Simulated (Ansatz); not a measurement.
## Data sheet: CaC2 (DFT)

CaC₂:
```
CELL_PARAMETERS angstrom
      3.29744     2.08307     0.00000
     -3.29744     2.08307     0.00000
     -2.10674     0.00000     7.02154
ATOMIC_POSITIONS crystal
  Ca 0.82278 0.82278 0.75000
  Ca 0.17722 0.17722 0.25000
  C  0.14250 0.57693 0.55927
  C  0.85750 0.42307 0.44073
  C  0.57693 0.14250 0.94073
  C  0.42307 0.85750 0.05927
```

Space group C2/c (No. 15); conventional cell a = 6.595 Å, b = 4.166 Å, c = 7.331 Å, α = γ = 90.00°, β = 106.70°.

Method: the program Ansatz at the r²SCAN level (PAW). The cell and atoms are relaxed at this level. Other levels are named where they apply.

**Cell and energy**

- Volume per atom = 16.08 Å³
- Density = 2.21 g/cm³
- Formation energy from the elements (no fitted shifts) = -0.14 eV/atom

**Electronic structure**

* **Band gap**: 2.31 eV (indirect)
* **Valence-band maximum**: on the Γ–C line, 63 % of the way from Γ (k = 0.224, 0.229, 0.000)
* **Conduction-band minimum**: at Y2 (k = 0.500, 0.500, 0.000)
* **Smallest direct gap on the standard path**: 2.99 eV
* **Electron effective mass**: 0.35, 0.35, 1.6 mₑ (principal values)
* **Weight of the conduction-edge state by species (Voronoi cells)**: C 67 %, Ca 33 %
* **Hole effective mass**: 1.3, 2.2, 6.1 mₑ (principal values)
* **Weight of the valence-edge state by species (Voronoi cells)**: C 90 %, Ca 10 %

**Mechanics**

- Bulk modulus (Birch–Murnaghan fit): 54.9 GPa
- Pressure derivative B′: 3.8

The first step of the workflow began from a Materials Project structure, measured or hypothetical; the Crystallography Open Database copy checked does not list it. COD files the formula under space group No. 2, so this cell is another polymorph or a model. Its standing as an ambient phase is unchecked. The cell was relaxed with r²SCAN under the symmetry of its start; whether a distortion lowers the energy is not shown. The references are the lowest solids computed at this level, not always the standard phases.

Potentials: the later of the program's two PAW sets.
